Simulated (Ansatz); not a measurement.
SiBi$_{2}$O$_{5}$:
```yaml
crystal:
  lattice:
    - [7.57541, -2.74110, 0.00000]
    - [7.57541, 2.74110, 0.00000]
    - [0.00000, 0.00000, 5.30615]
  atoms:
    - { symbol: Si, position: [0.68080, 0.31920, 0.75000] }
    - { symbol: Si, position: [0.31920, 0.68080, 0.25000] }
    - { symbol: Bi, position: [0.61813, 0.05158, 0.25000] }
    - { symbol: Bi, position: [0.38187, 0.94842, 0.75000] }
    - { symbol: Bi, position: [0.94842, 0.38187, 0.25000] }
    - { symbol: Bi, position: [0.05158, 0.61813, 0.75000] }
    - { symbol: O, position: [0.24956, 0.24956, 0.00000] }
    - { symbol: O, position: [0.75044, 0.75044, 0.50000] }
    - { symbol: O, position: [0.75044, 0.75044, 0.00000] }
    - { symbol: O, position: [0.24956, 0.24956, 0.50000] }
    - { symbol: O, position: [0.73528, 0.08094, 0.75000] }
    - { symbol: O, position: [0.26472, 0.91906, 0.25000] }
    - { symbol: O, position: [0.91906, 0.26472, 0.75000] }
    - { symbol: O, position: [0.08094, 0.73528, 0.25000] }
    - { symbol: O, position: [0.50000, 0.50000, 0.00000] }
    - { symbol: O, position: [0.50000, 0.50000, 0.50000] }
```

Relaxed with r²SCAN. Special points in fractions of this cell's reciprocal vectors: Γ (0.000, 0.000, 0.000); Y (0.500, 0.500, 0.000); F0 (0.283, 0.717, 0.000); Δ0 (-0.283, 0.283, 0.000); Z (0.000, 0.000, 0.500); B0 (-0.283, 0.283, 0.500); G0 (0.283, 0.717, 0.500); T (0.500, 0.500, 0.500); S (0.000, 0.500, 0.000); R (0.000, 0.500, 0.500).

### Question
List the band energies nearest the valence-band maximum at these points for r²SCAN (plane waves, PAW; program Ansatz).

### Answer
In eV from the valence-band maximum; about four levels below and three above (degenerate sets whole), none deeper than 8.9 eV; points with the same levels are listed once.

| k | below | above |
|---|---|---|
| Γ | -0.94 -0.60 -0.50 -0.01 | 3.32 4.34 4.55 |
| Y | -0.72 -0.68 -0.63 -0.49 | 3.29 4.33 4.83 |
| F0 | -0.69 -0.62 -0.59 -0.31 | 4.48 4.93 5.02 |
| Z | -0.81 -0.81 -0.29 -0.29 | 4.24 4.24 5.40 5.40 |
| B0 | -0.50 -0.50 -0.24 -0.24 | 4.88 4.88 5.38 5.38 |
| T | -0.69 -0.69 -0.57 -0.57 | 4.46 4.46 5.50 5.50 |
| S | -0.74 -0.73 -0.60 -0.30 | 4.45 4.95 5.30 |
| R | -0.53 -0.53 -0.23 -0.23 | 4.82 4.82 5.48 5.48 |

Space group Cmcm. The start of the workflow was typed in or built on a structure type; neither database checked (COD, Materials Project) lists it. Whether it is the stable phase at ambient conditions was not checked. The r²SCAN relaxation kept the symmetry of its start; its stability against distortions is not shown here. Scalar-relativistic: spin–orbit coupling is off unless named, which matters more the heavier the elements.

Potentials: the earlier of the program's two PAW sets.
